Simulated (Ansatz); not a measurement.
# Cold compression of Si2Mo (MoSi2 type)

```yaml
crystal:
  lattice:
    - [-1.60826, 1.60826, 3.93711]
    - [1.60826, -1.60826, 3.93711]
    - [1.60826, 1.60826, -3.93711]
  atoms:
    - { symbol: Mo, position: [0.00000, 0.00000, 0.00000] }
    - { symbol: Si, position: [0.33506, 0.33506, 0.00000] }
    - { symbol: Si, position: [0.66494, 0.66494, 0.00000] }
```

The cell comes from a relaxation on PAW files under the same functional, begun from a prototype that needn't be the stable phase.

Its volume is scaled, and at each volume shape and atoms are relaxed on PAW files; all methods then take that cell.

Level of theory: DFT with PBE, scalar-relativistic, in Ansatz 0.2.0; a Γ-centred 14×14×14 k mesh, Fermi–Dirac smearing of 0.1 eV, no spin polarisation. LAPW: all electrons, basis error target 1 meV/atom; PAW: frozen-core files, cutoff 420 eV; crystal datasets: all electrons, by PAW datasets that the program makes for each cell; norm-conserving: pseudopotentials, cutoff 1088 eV; PAW (cutoff 300 eV): frozen-core files, cutoff 300 eV.

Energies are extrapolated to zero smearing and count from the unscaled cell; pressure is positive in compression; gaps take the mesh and a band path. No temperature or zero-point motion is included.

```json
{"V/V0": "1.00", "V (Å³/atom)": "13.58", "P LAPW (GPa)": "0.07", "ΔE LAPW (eV/atom)": "0.000", "P PAW − LAPW (GPa)": "-0.03", "ΔE PAW − LAPW (meV/atom)": "0.0", "space group": "I4/mmm", "shortest distance (Å)": "2.597"}
{"V/V0": "0.94", "V (Å³/atom)": "12.76", "P LAPW (GPa)": "14.54", "ΔE LAPW (eV/atom)": "0.035", "P PAW − LAPW (GPa)": "-0.02", "ΔE PAW − LAPW (meV/atom)": "-0.1", "space group": "I4/mmm", "shortest distance (Å)": "2.566"}
{"V/V0": "0.88", "V (Å³/atom)": "11.95", "P LAPW (GPa)": "34.6", "ΔE LAPW (eV/atom)": "0.157", "P PAW − LAPW (GPa)": "0.00", "ΔE PAW − LAPW (meV/atom)": "-0.1", "space group": "I4/mmm", "shortest distance (Å)": "2.514"}
{"V/V0": "0.80", "V (Å³/atom)": "10.86", "P LAPW (GPa)": "73.9", "ΔE LAPW (eV/atom)": "0.515", "P PAW − LAPW (GPa)": "0.04", "ΔE PAW − LAPW (meV/atom)": "0.0", "space group": "I4/mmm", "shortest distance (Å)": "2.426"}
{"V/V0": "0.72", "V (Å³/atom)": "9.78", "P LAPW (GPa)": "?", "ΔE LAPW (eV/atom)": "?", "P PAW − LAPW (GPa)": "?", "ΔE PAW − LAPW (meV/atom)": "?", "space group": "?", "shortest distance (Å)": "?"}
{"V/V0": "0.62", "V (Å³/atom)": "8.42", "P LAPW (GPa)": "266.5", "ΔE LAPW (eV/atom)": "2.856", "P PAW − LAPW (GPa)": "0.29", "ΔE PAW − LAPW (meV/atom)": "2.2", "space group": "I4/mmm", "shortest distance (Å)": "2.207"}
```

(1) Fit the Vinet equation to the LAPW pressures shown (residuals weighted by 1/(|P| + 0.03·Pmax)), and predict the pressure of the withheld row.

(2) At the smallest volume, how far do crystal datasets and norm-conserving and PAW (cutoff 300 eV) lie from LAPW in pressure?

(3) How do the Löwdin populations by LAPW change from the unscaled cell to the last row?

Results:

(1) The fit gives V0 = 13.58 Å³/atom, B0 = 204 GPa and B0′ = 4.47. At 9.78 Å³/atom, x = (V/V0)^(1/3) = 0.8962, and P = 3·B0·(1 − x)/x²·exp[1.5·(B0′ − 1)·(1 − x)] = 135.5 GPa. The run itself gave 135.5 GPa (0.0 % off) and ΔE = 1.209 eV/atom.

(2) crystal datasets: +0.01 GPa; norm-conserving: -0.71 GPa; PAW (cutoff 300 eV): +0.27 GPa, on a LAPW pressure of 266.5 GPa.

(3) Mo 4s 1.93 → 1.86, Mo 4d 5.70 → 6.28, Si 3s 1.18 → 0.92 electrons an atom. These are projections on the shells that the free atoms fill; 0.20 e a cell lies outside them at the start and 0.26 e at the end.
